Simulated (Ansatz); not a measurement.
Re:
```
Re
1.0
    2.75763     0.00000     0.00000
   -1.37881     2.38818     0.00000
    0.00000     0.00000     8.89919
Re
4
Direct
  0.00000   0.00000   0.00000
  0.00000   0.00000   0.50000
  0.33333   0.66667   0.25000
  0.66667   0.33333   0.75000
```

Relaxed with PBE+D3(BJ). Special points in fractions of this cell's reciprocal vectors: Γ (0.000, 0.000, 0.000); M (0.500, 0.000, 0.000); K (0.333, 0.333, 0.000); A (0.000, 0.000, 0.500); L (0.500, 0.000, 0.500); H (0.333, 0.333, 0.500).

Q: List the band energies nearest the Fermi level at these points for the program Ansatz at the PBE+D3(BJ) level (PAW).

A: In eV from the Fermi level; about four levels below and three above (degenerate sets whole), none deeper than 8.9 eV; points with the same levels are listed once.

```tsv
k	below	above
Γ	-1.25 -1.25 -1.13 -1.13	0.52 0.64 0.64
M	-2.79 -2.11 -2.06 -0.82	0.30 0.31 1.14
K	-2.24 -2.24 -2.24 -2.21 -0.07 -0.07	1.65 1.65 3.00
A	-1.47 -1.47 -1.47 -1.47 -1.11 -1.11	1.18 1.18 1.18 1.18
L	-1.44 -1.44 -0.67 -0.67	0.28 0.28 2.73 2.73
H	-2.24 -2.24 -0.04 -0.04	1.08 1.08 3.23 3.23
```

Space group P6_3/mmc (dhcp (α-La type)). The workflow started from a Materials Project entry (that database holds measured and hypothetical structures alike). Its sites differ from those of the usual phase in this space group: another stacking or structure type. Symmetry was held in the PBE+D3(BJ) relaxation; whether a distortion lowers the energy is not shown. The run is not spin-polarised. The pairwise dispersion correction was not fitted to metals. Scalar-relativistic: spin–orbit coupling is off unless named, which matters more the heavier the elements.

Potentials: the later of the program's two PAW sets.
